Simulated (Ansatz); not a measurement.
NaI:
```
NaI
1.0
    0.00000     3.12987     3.12987
    3.12987     0.00000     3.12987
    3.12987     3.12987     0.00000
Na I
1 1
Cartesian
  0.00000   0.00000   0.00000
  3.12987   3.12987   3.12987
```

Relaxed with LDA.

### Question
Give the optical modes at the zone centre with their infrared and Raman activity from DFPT, plane-wave PAW LDA (Ansatz code).

### Answer
Transverse frequencies, without the LO–TO term; a row sums one degenerate level.

```tsv
ω (cm⁻¹)	degeneracy	IR ((D/Å)²/amu)	Raman (Å⁴/amu)	activity	symmetry
131	3	4.83	0	IR	T1u
```

### Question
How high does the top mode go among those that the LO–TO term moves?

### Answer
180 cm⁻¹ for q along x.

Space group Fm-3m (rock salt). The cell was relaxed with LDA under the symmetry of its start; phonons on a q-mesh show no instability. Scalar-relativistic: spin–orbit coupling is off unless named, which matters more the heavier the elements.

Potentials: the later of the program's two PAW sets.
